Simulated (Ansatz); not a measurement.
PbS (rock salt, Fm-3m) at seven volumes, PBEsol (plane waves, PAW; program Ansatz), shape and atoms relaxed at each. One row is withheld.

| V (Å³/atom) | P (GPa) |
|---|---|
| 23.382 | ? |
| 24.153 | 4.22 |
| 24.924 | 1.94 |
| 25.695 | 0.00 |
| 26.465 | -1.65 |
| 27.236 | -3.07 |
| 28.007 | -4.28 |

Task: Fit the shown pressures and predict the withheld one.

Result: P = (3/2)B₀(x^(7/2) − x^(5/2))[1 + (3/4)(B′ − 4)(x − 1)] with x = (V₀/V)^(2/3). Least squares on the six rows gives V₀ = 25.696 Å³/atom, B₀ = 59.7 GPa, B′ = 4.27. At V = 23.382, x = 1.0649 and P = 6.89 GPa. The run itself gave 6.88 GPa.

The cell was relaxed with PBEsol under the symmetry of its start. Spin–orbit coupling is left out wherever it is not named.

Potentials: the later of the program's two PAW sets.
